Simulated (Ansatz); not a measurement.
The energy that a pulse needs to warm a small volume, and the thermal time constant, scale with heat capacity per volume.

Si serves as the reference. A cube of 20 nm edge is warmed by 50 K from 300 K, with the heat capacity held at its 300 K value. All rows have a gap.

Levels of theory (Ansatz, a plane-wave PAW program): C_V, highest phonon, zero-point energy, vibrational entropy: r²SCAN, harmonic phonons over the whole zone; volume per atom: r²SCAN, relaxed cell.

Runs started from generated or typed cells of the structure named: PbF2; Si. Spin–orbit coupling is left out unless named.

The figures follow from the printed values by these rules: share of the Dulong–Petit value = C_V/24.94; C per volume = C_V/(0.6022 V); energy = C per volume × edge³ × ΔT, with 1 nm³ = 10⁻²¹ cm³.

```
crystal                       C_V at 300 K (J/(K·mol of atoms))  V (Å³/atom)  highest phonon (cm⁻¹)  zero-point energy (meV/atom)  vibrational entropy at 300 K (J/(K·mol of atoms))  share of 3R (%)  C per volume (J/(K·cm³))  energy (fJ)
----------------------------  ---------------------------------  -----------  ---------------------  ----------------------------  -------------------------------------------------  ---------------  ------------------------  -----------
KF (rock salt)                                             23.5        18.80                    324                            31                                               33.0               94                     2.076         0.83
KMgF3 (cubic perovskite)                                   21.4        12.62                    567                            49                                               23.9               86                     4.083          1.6
PbF2 (fluorite)                                            23.6        17.30                    339                            28                                               37.7               95                     2.265         0.91
Si (diamond type), reference                               19.7        20.17                    518                            63                                               18.8               79                     1.622         0.65
SrCl2 (fluorite)                                           24.0        28.52                    227                            25                                               38.3               96                     1.397         0.56
```

**Question.** A slip was made in one value of «C per volume (J/(K·cm³))» and carried on. Locate it and redo the row.

**Answer.** The row of KMgF3 shows 4.083. From its own inputs, heat capacity per volume: 21.4/(0.6022 × 12.62) = 2.816 J/(K·cm³). Carried on: energy: 2.816 × 20³ × 50 × 10⁻⁶ = 1.1 fJ. The other rows agree with the rules.

With the correction: In order of heat capacity per volume, lowest first: SrCl2 (1.397 ± 0.052), Si (1.622 ± 0.061), KF (2.076 ± 0.078), PbF2 (2.265 ± 0.085), KMgF3 (2.816 ± 0.11). The ± follows from allowances picked for this note (C_V 2 %, volume per atom 1 %, 3 % for the model), carried to first order and added in quadrature; ≈ joins neighbours closer than their two ± added in quadrature. On this figure 1 of 4 candidates do clearly better than the reference.

Constant-volume harmonic values; C_P is higher, by little in stiff crystals and by several percent in soft ones. Where several phases of a formula are at hand, those over 0.1 eV/atom above the lowest were not drawn (by r²SCAN where it compared them, else by the largest value; a layered or molecular lowest phase counts only with a dispersion term); other phases could lie lower still. The rows are a sample and no shortlist: familiar crystals first, some related and some not, whatever their agreement with measurement; tables with many equal figures were not kept. Limits of the draw: crystals with a gap; no unfamiliar magnets, and cubic perovskites only if shown or known to be stable. As a rule kept out of such tables: 4f compounds, open-shell compounds run without a Hubbard term, cells found unstable in the tests at hand, cells close to a higher symmetry, and runs set to a pressure or over 12 % in volume from the crystal's fullest run.
